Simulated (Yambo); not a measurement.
Absorption of Sr2RuH6 (space group Fm-3m, No. 225) with and without the electron-hole interaction (Yambo, LDA bands; 6×6×6 mesh, 8 valence and 6 conduction bands, static screening with 61 bands and a 3 Ry block, scissor 1.31 eV, Tamm-Dancoff; field along x).

```
E (eV)  Im ε, BSE  Im ε, independent quasiparticles
------  ---------  --------------------------------
1.70         0.07                              0.04
1.80         0.07                              0.05
1.90         0.08                              0.05
2.00         0.08                              0.05
2.10         0.09                              0.05
2.20         0.10                              0.06
2.30         0.10                              0.06
2.40         0.11                              0.06
2.50         0.12                              0.07
2.60         0.13                              0.07
2.70         0.15                              0.08
2.80         0.16                              0.08
2.90         0.18                              0.09
3.00         0.21                              0.09
3.10         0.24                              0.10
3.20         0.30                              0.11
3.30         0.38                              0.12
3.40         0.47                              0.14
3.50         0.56                              0.16
3.60         0.72                              0.19
3.70         0.96                              0.23
3.80         1.14                              0.28
3.90         1.25                              0.35
4.00         1.61                              0.45
4.10         2.28                              0.52
4.20         2.85                              0.53
4.30         3.47                              0.58
4.40         4.35                              0.71
4.50         4.56                              0.90
4.60         5.31                              1.07
4.70         5.10                              1.35
4.80         4.84                              1.73
4.90         5.30                              2.36
5.00         5.78                              3.04
5.10         5.85                              3.01
5.20         6.14                              2.82
5.30         6.69                              2.94
5.40         7.31                              3.31
5.50         6.84                              3.59
5.60         5.97                              3.80
5.70         5.78                              3.94
5.80         5.53                              4.46
5.90         4.75                              5.39
6.00         4.20                              5.70
6.10         4.19                              6.33
6.20         4.18                              7.25
6.30         4.02                              7.77
6.40         3.93                              7.86
6.50         3.87                              7.31
6.60         3.92                              6.35
6.70         3.54                              5.59
6.80         3.44                              5.29
6.90         3.13                              5.29
7.00         2.82                              4.80
7.10         2.89                              4.42
7.20         2.99                              4.13
```

The scissor comes from a G0W0 run whose convergence isn't established. Broadening 0.15 eV. The band window holds all transitions up to 7.2 eV. Fine structure above the onset can come from the mesh.

Spin-orbit splittings are left out.

Geometry of the Materials Project entry, not relaxed at this level; primitive cell a = 5.374 Å, b = 5.374 Å, c = 5.374 Å, α = 60.00°, β = 60.00°, γ = 60.00°.
